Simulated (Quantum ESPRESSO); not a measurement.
# Al3SiCN3: a curve over one atom's position

Computed values, not a measurement. The program is pw.x of Quantum ESPRESSO 7.5 (plane-wave density functional theory). The cell is made up: 8 atoms on a wurtzite lattice, with randomly drawn elements, strain and displacements, not relaxed. PseudoDojo standard norm-conserving files (v0.5 for PBE, v0.4.1 for LDA and PBEsol) set the functional; there is no spin polarisation, spin-orbit coupling or dispersion term, and the masses in the input are unused placeholders.

Seven runs move atom 8 (N, counted in the order of the input) along z and keep all else fixed.

Input of the run at +0.0087:

```
&control calculation='scf', pseudo_dir='./dojo.nc.sr.pbe.v0_5.standard.upf', outdir='./o', disk_io='medium', tprnfor=.true., tstress=.true. /
&system ibrav=0, nat=8, ntyp=4, nbnd=22, ecutwfc=84.00895049, nosym=.true., tot_charge=0,
 occupations='smearing', smearing='fd', degauss=0.0018374661
/
&electrons conv_thr=7.350e-09, electron_maxstep=60, /
ATOMIC_SPECIES
Al 1.0 Al.upf
C 1.0 C.upf
N 1.0 N.upf
Si 1.0 Si.upf
CELL_PARAMETERS angstrom
3.0384 0.0 0.0
0.0 5.2626 0.0
0.0 0.0 4.9616
ATOMIC_POSITIONS angstrom
Al -0.0455 0.0544 -0.0061
Al 1.4695 2.6082 -0.0633
Si 1.395 0.7532 2.4734
Al -0.0359 3.5102 2.4636
C 0.019 0.0666 2.073
N 1.5822 2.648 1.849
N 1.5932 0.936 4.2483
N 0.0611 3.6197 4.2897
K_POINTS automatic
6 4 4 1 1 1
```

```
shift of atom 8 along z (Å)  free energy less that of the input shown (eV)  Fx on atom 8 (eV/Å)  Fy on atom 8 (eV/Å)  Fz on atom 8 (eV/Å)  pressure (GPa)  next band up at Gamma (eV)  iterations
                    -0.0701                                         0.2056               -0.910               -1.657                3.841           22.08                       4.075          11
                    -0.0561                                         0.1552               -0.960               -1.693                3.373           21.89                       4.092          11
                    -0.0480                                         0.1289               -0.988               -1.714                3.113           21.81                       4.101          13
                    +0.0087                                         0.0000               -1.174               -1.851                1.488           21.34                       4.158          11
                    +0.0186                                        -0.0135               -1.205               -1.873                1.237           21.29                       4.166          11
                    +0.0258                                        -0.0217               -1.227               -1.889                1.060           21.26                       4.171          11
                    +0.0650                                        -0.0454               -1.344               -1.976                0.170           21.18                       4.196          11
```

A cubic fit gives dFz/dz = -26.65 eV/Å² at zero shift. Across the table the free energy follows the integral of the force to within 0.1 meV. A rerun of one of the cells at 1437 eV and a 8 x 6 x 6 mesh moved values by no more than 0.002 eV in energy, 0.03 GPa in stress and 0.004 eV/Å in force. The band column is the level of band 17 at Gamma less that of band 16, whose number is half the electron count, rounded up; it comes from a band step after each run.